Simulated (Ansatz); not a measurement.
## Lattice vibrations of Ge at Γ

Method: DFT PBE, scalar-relativistic, plane waves, PAW (Ansatz 0.2.0). Cutoff 420 eV, 20×20×20 k-points (Γ-centred), Fermi-Dirac smearing of 0.15 eV. No spin polarisation. Phonons by linear response, acoustic sum rule imposed.

Relaxed structure:
```
CELL_PARAMETERS angstrom
-2.03767 2.03767 2.88171
2.03767 -2.03767 2.88171
2.03767 2.03767 -2.88171
ATOMIC_POSITIONS crystal
Ge 0.25000 0.75000 0.50000
Ge 0.50000 0.50000 0.00000
```

The cell has the diamond type, in a space group that the Crystallography Open Database lists for this formula; it was reached from a generator's guess. In a metal, frequencies depend on the k mesh and the smearing, soft modes most.

Optical modes at Γ:
```json
{"frequency (meV)": "33.7", "degeneracy": "3"}
```

All 3 optical modes at Γ are real: no displacement of atoms at fixed cell lowers the energy to second order. Strains and modes at other wave vectors aren't tested by this run.
